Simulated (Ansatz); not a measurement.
## MnIr (P4/mmm), zone-centre modes

Computed with Ansatz 0.2.0, DFT PBEsol, scalar-relativistic, plane waves, PAW. Settings: plane waves to 420 eV, k-mesh 22×22×16 (Γ-centred), Gaussian smearing 0.15 eV. Spin–orbit coupling is left out, which matters for the heavy elements here. Collinear spins, started from moments 1.4, 0.0 μB in atom order; the magnetic state may not be the lowest.

Reference structure (relaxed at this level; it needn't be the usual structure):

```yaml
crystal:
  lattice:
    - [2.62433, 0.00000, 0.00000]
    - [0.00000, 2.62433, 0.00000]
    - [0.00000, 0.00000, 3.61451]
  atoms:
    - { symbol: Mn, position: [0.50000, 0.50000, 0.50000] }
    - { symbol: Ir, position: [0.00000, 0.00000, 0.00000] }
```

Harmonic modes by finite displacements of 0.02 Å, without the LO–TO term.

(1) At this geometry, is the structure stable against these modes?

(2) List the wavenumbers in cm⁻¹.

Answers

(1) Yes: no mode is imaginary beyond 10 cm⁻¹, and only the three translations lie near zero.

(2) 0, 0, 0, 176, 176, 204.

Cost: 1 run of about 3 core-minutes, on AMD EPYC 9R45 (Zen 5) (shared hosts).